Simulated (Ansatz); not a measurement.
**Ta$_{4}$N$_{3}$: pressure against volume**

Ta$_{4}$N$_{3}$, I4/mmm, a = 4.380 Å, c = 8.580 Å. The structure is a Materials Project entry; whether it is the stable form wasn't checked. Ansatz: r2SCAN, PAW, 500 eV, Γ-centred 12×12×12 mesh on 7 atoms, Gaussian smearing 0.10 eV; no spin polarisation. Shape and atoms are relaxed at each volume; pressure is positive in compression.

| V (Å³/atom) | P (GPa) |
| --- | --- |
| 10.347 | ? |
| 10.700 | 37.78 |
| 11.053 | 23.12 |
| 11.405 | 10.64 |
| 11.758 | 0.00 |
| 12.111 | -9.07 |
| 12.464 | -16.78 |
| 12.934 | -25.29 |

Take V0 = 11.758 Å³/atom, fit the third-order Birch–Murnaghan form to the other rows, and predict the missing pressure.

With the Eulerian strain f = ½[(V0/V)^(2/3) − 1] and y = P/[3f(1 + 2f)^(5/2)], the form is the line y = B0 + 1.5 B0 (B0′ − 4) f. Rows (f, y): 0.03244, 331.7; 0.02104, 330.4; 0.01026, 328.6; -0.00976, 325.4; -0.01906, 323.4; -0.03079, 320.9. Means f = 0.0006883, y = 326.73; Σ(Δf)² = 0.003004, ΣΔfΔy = 0.5136; the slope is their ratio. y = 326.6 + 171.0 f GPa, so B0 = 326.6 GPa and B0′ = 4 + 2 × (171.0)/(3 × 326.6) = 4.35. At V = 10.347, f = 0.04448, y = 334.21 and P = 55.19 GPa. The run gave 55.00 GPa, so the fit is 0.19 GPa too high, a small miss on the scale of the series.

The cell has an odd number of electrons and ran without spin polarisation, so a magnetic or disproportionated state may lie lower. Spin–orbit coupling is left out, which can shift energies with elements as heavy as these.